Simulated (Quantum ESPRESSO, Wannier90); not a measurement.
## NbP (I4₁md), plane waves to Wannier functions

Materials Project entry mp-9339; symmetrised, unrelaxed at this level. Not found in the COD (Crystallography Open Database) copy used, which has the formula in other groups; not checked further. Level: PBEsol, spinors with spin-orbit coupling; pw.x of Quantum ESPRESSO at 66 Ry with PseudoDojo potentials, 4×4×4 k-points, Wannier90. Density: 10×10×10 mesh, cold smearing 0.01 Ry.

```
begin unit_cell_cart
ang
    0.0000000000   -3.3498500000    0.0000000000
    3.3498500000    0.0000000000    0.0000000000
   -1.6749250000    1.6749250000    5.7401100000
end unit_cell_cart
mp_grid = 4 4 4
```

Q: Which shells of neighbouring k-points and which b-vectors and weights does Wannier90 pick for this cell and mesh?

A: 
```
 *---------------------------------- K-MESH ----------------------------------*
 +----------------------------------------------------------------------------+
 |                    Distance to Nearest-Neighbour Shells                    |
 |                    ------------------------------------                    |
 |          Shell             Distance (Ang^-1)          Multiplicity         |
 |          -----             -----------------          ------------         |
 |             1                   0.273653                      2            |
 |             2                   0.488470                      8            |
 |             3                   0.547305                      2            |
 |             4                   0.623197                      8            |
 |             5                   0.663147                      4            |
 |             6                   0.717390                      8            |
 |             7                   0.820958                      2            |
 |             8                   0.829408                      8            |
       ... (lines left out)
 +----------------------------------------------------------------------------+
 | The b-vectors are chosen automatically                                     |
 | The following shells are used:                       1,  2                 |
 +----------------------------------------------------------------------------+
 |                        Shell   # Nearest-Neighbours                        |
 |                        -----   --------------------                        |
 |                          1               2                                 |
 |                          2               8                                 |
 +----------------------------------------------------------------------------+
 | Completeness relation is fully satisfied [Eq. (B1), PRB 56, 12847 (1997)]  |
 +----------------------------------------------------------------------------+
 |                  b_k Vectors (Ang^-1) and Weights (Ang^2)                  |
 |                  ----------------------------------------                  |
 |            No.         b_k(x)      b_k(y)      b_k(z)        w_b           |
 |            ---        --------------------------------     --------        |
 |             1         0.000000    0.000000    0.273653     5.539860        |
 |             2         0.000000    0.000000   -0.273653     5.539860        |
 |             3         0.468915    0.000000    0.136826     1.136975        |
 |             4         0.000000   -0.468915    0.136826     1.136975        |
 |             5         0.468915    0.000000   -0.136826     1.136975        |
 |             6         0.000000   -0.468915   -0.136826     1.136975        |
 |             7        -0.468915    0.000000   -0.136826     1.136975        |
 |             8        -0.468915    0.000000    0.136826     1.136975        |
 |             9         0.000000    0.468915   -0.136826     1.136975        |
 |            10         0.000000    0.468915    0.136826     1.136975        |
```
